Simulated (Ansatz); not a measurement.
Starting cell, Si (diamond):

```yaml
crystal:
  lattice:
    - [0.00000, 2.73494, 2.73494]
    - [2.73494, 0.00000, 2.73494]
    - [2.73494, 2.73494, 0.00000]
  atoms:
    - { symbol: Si, position: [0.50000, 0.50000, 0.50000] }
    - { symbol: Si, position: [0.75000, 0.75000, 0.75000] }
```

In this cell atom 2 (Si, nearest neighbour Si at 2.369 Å; its periodic images, 3.9 Å or more away, move with it) is moved by s along Cartesian [110], unit vector (0.707, 0.707, 0.000); all other atoms and the cell stay fixed.

Computed with PBE (plane waves to 420 eV, PAW, scalar-relativistic; Ansatz, a first-principles code). k mesh 8×8×8 (Γ-centred), Fermi-Dirac smearing 0.05 eV. E stands for the smeared free energy. Compression counts positive. As the smearing reaches across the gap at some points, energies and forces of such displacements shift with the k mesh and the smearing. F∥ is the force on the atom along that direction. F⊥ is the part of the force across the line. Si was relaxed with its symmetry unable to fall. The PAW data are Ansatz's earlier set. The zero of ΔE is the undisplaced structure.

```json
[
 {"s (Å)": "-0.240", "ΔE (meV/cell)": "368", "|F⊥| (eV/Å)": "1.021", "P (GPa)": "1.8", "F∥ (eV/Å)": "2.968"},
 {"s (Å)": "-0.192", "ΔE (meV/cell)": "238", "|F⊥| (eV/Å)": "0.647", "P (GPa)": "1.2", "F∥ (eV/Å)": "2.440"},
 {"s (Å)": "-0.144", "ΔE (meV/cell)": "134", "|F⊥| (eV/Å)": "0.362", "P (GPa)": "0.7", "F∥ (eV/Å)": "1.856"},
 {"s (Å)": "-0.096", "ΔE (meV/cell)": "60", "|F⊥| (eV/Å)": "0.161", "P (GPa)": "0.3", "F∥ (eV/Å)": "1.243"},
 {"s (Å)": "-0.048", "ΔE (meV/cell)": "15", "|F⊥| (eV/Å)": "0.039", "P (GPa)": "0.1", "F∥ (eV/Å)": "0.626"},
 {"s (Å)": "0.000", "ΔE (meV/cell)": "0", "|F⊥| (eV/Å)": "0.000", "P (GPa)": "0.0", "F∥ (eV/Å)": "0.000"},
 {"s (Å)": "0.048", "ΔE (meV/cell)": "15", "|F⊥| (eV/Å)": "0.039", "P (GPa)": "0.1", "F∥ (eV/Å)": "-0.626"},
 {"s (Å)": "0.096", "ΔE (meV/cell)": "60", "|F⊥| (eV/Å)": "0.161", "P (GPa)": "0.3", "F∥ (eV/Å)": "-1.243"},
 {"s (Å)": "0.144", "ΔE (meV/cell)": "134", "|F⊥| (eV/Å)": "0.362", "P (GPa)": "0.7", "F∥ (eV/Å)": "-1.856"},
 {"s (Å)": "0.192", "ΔE (meV/cell)": "238", "|F⊥| (eV/Å)": "0.647", "P (GPa)": "1.2", "F∥ (eV/Å)": "-2.440"},
 {"s (Å)": "0.240", "ΔE (meV/cell)": "368", "|F⊥| (eV/Å)": "1.021", "P (GPa)": "1.8", "F∥ (eV/Å)": "-2.968"}
]
```

Summary:

- Energy at s = 0.240 Å: 368 meV/cell
- Force along the line at s = -0.240 Å: 2.97 eV/Å
- Symmetry of the curve: even: the same for both signs
- Shape of the curve: a single well with its minimum at or next to zero displacement
- Force constant k = d²E/ds² at s = 0 (finite differences): 13.1 eV/Å²
- Harmonic estimate at the end of the scan: ½ks² = 377 meV/cell against the computed 368 meV/cell, so the well is close to harmonic there

(For displaced atoms, the force is minus the slope of the energy, and its curvature is a force constant, which sets phonon frequencies.)
